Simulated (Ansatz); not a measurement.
Computed with Ansatz 0.2.0, DFT PBE, scalar-relativistic, plane waves, PAW. Settings: cutoff 420 eV, Γ-centred meshes spaced at most about 0.3 Å⁻¹, and about 0.25 Å⁻¹ or finer for metals (2π included), Gaussian smearing. No spin polarisation in the final relaxations.

All energies are static (0 K, no zero-point motion). All come from trial cells, and lower structures may exist.

**Question.** Order these relaxed structures of KRu4 by energy, lowest first, with the energy over the lowest of them.
A.

```
CELL_PARAMETERS angstrom
-3.29697 3.29697 1.90976
3.29697 -3.29697 1.90976
3.29697 3.29697 -1.90976
ATOMIC_POSITIONS crystal
K 0.00000 0.00000 0.00000
Ru 0.59204 0.17180 0.76384
Ru 0.82820 0.59204 0.42024
Ru 0.40796 0.82820 0.23616
Ru 0.17180 0.40796 0.57976
```

B.

```
CELL_PARAMETERS angstrom
4.83184 0.00000 0.00000
-2.41592 4.18450 0.00000
0.00000 0.00000 4.69980
ATOMIC_POSITIONS crystal
K 0.00000 0.00000 0.00000
Ru 0.33333 0.66667 0.00000
Ru 0.66667 0.33333 0.00000
Ru 0.33333 0.66667 0.50000
Ru 0.66667 0.33333 0.50000
```

C.

```
CELL_PARAMETERS angstrom
-2.19549 2.19549 4.89637
2.19549 -2.19549 4.89637
2.19549 2.19549 -4.89637
ATOMIC_POSITIONS crystal
K 0.00000 0.00000 0.00000
Ru 0.25000 0.75000 0.50000
Ru 0.75000 0.25000 0.50000
Ru 0.36874 0.36874 0.00000
Ru 0.63126 0.63126 0.00000
```

**Answer.** C (0 meV/atom), A (401 meV/atom), B (529 meV/atom). Forms: C I4/mmm; A I4/m; B P6/mmm. Counting all near atoms (those within 1.25 times the shortest distance at each site; a plus sign parts nearer from farther groups; a slash parts the counts of unlike sites): C has K 18, Ru 5/4+4; A has K 12, Ru 5+7; B has K 6, Ru 2+3/2+6. Even the lowest lies +0.81 eV/atom against the elements.

Cells relaxed within their symmetry can be saddle points. Some candidate types were left out of the draw beforehand, so a known form may be missing.
